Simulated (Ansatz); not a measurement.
Method: DFT PBE, scalar-relativistic, plane waves, PAW in Ansatz 0.2.0. Settings: cutoff 420 eV, Γ-centred meshes spaced at most about 0.3 Å⁻¹, and about 0.25 Å⁻¹ or finer for metals (2π included), Gaussian smearing. No spin polarisation in the final relaxations.

Each of these unrelaxed guesses is relaxed in cell and atoms within its symmetry. A guess keeps its type if space group and coordination stay and the shape of the cell changes little (axis ratios within about 15 %, angles within 6°); the volume may change.

1. YbZr

```
Yb Zr
1.0
     0.00000    2.76146    2.76146
     2.76146    0.00000    2.76146
     2.76146    2.76146    0.00000
Yb Zr
1 1
Direct
  0.00000 0.00000 0.00000
  0.50000 0.50000 0.50000
```

2. Si8N

```
Si N
1.0
     4.00295    0.00000    0.00000
    -2.00148    3.46666    0.00000
     0.00000    0.00000    4.79201
Si N
8 1
Direct
  0.84819 0.15181 0.00000
  0.84819 0.69637 0.00000
  0.30363 0.15181 0.00000
  0.15181 0.84819 0.00000
  0.15181 0.30363 0.00000
  0.69637 0.84819 0.00000
  0.33333 0.66667 0.00000
  0.66667 0.33333 0.00000
  0.00000 0.00000 0.50000
```

Question: Which keep their type?

Answer: Guess 1 keeps its type.

| guess | kept | start group | end group | V start (Å³/atom) | V end | b/a and c/a, end over start | nearest neighbours start | nearest neighbours end |
| --- | --- | --- | --- | --- | --- | --- | --- | --- |
| 1 | yes | Fm-3m | Fm-3m | 21.1 | 27.7 | 1.00, 1.00 | Yb 6, Zr 6 | Yb 6, Zr 6 |
| 2 | no | P6/mmm | P6/mmm | 7.4 | 17.2 | 1.00, 0.27 | N 12, Si 2/3 | N 14, Si 5 |

Neighbours count within 15 % of an atom's shortest distance; end groups are read at 0.02 Å (0.05 Å in metals).

A magnetic state wasn't ruled out in cells without spin, among them YbZr Fm-3m, Si8N P6/mmm. The 4f shell of Yb is treated without a Hubbard U. Cells relaxed within their symmetry can be saddle points.

In counts of neighbours, a slash parts the counts of unlike sites.
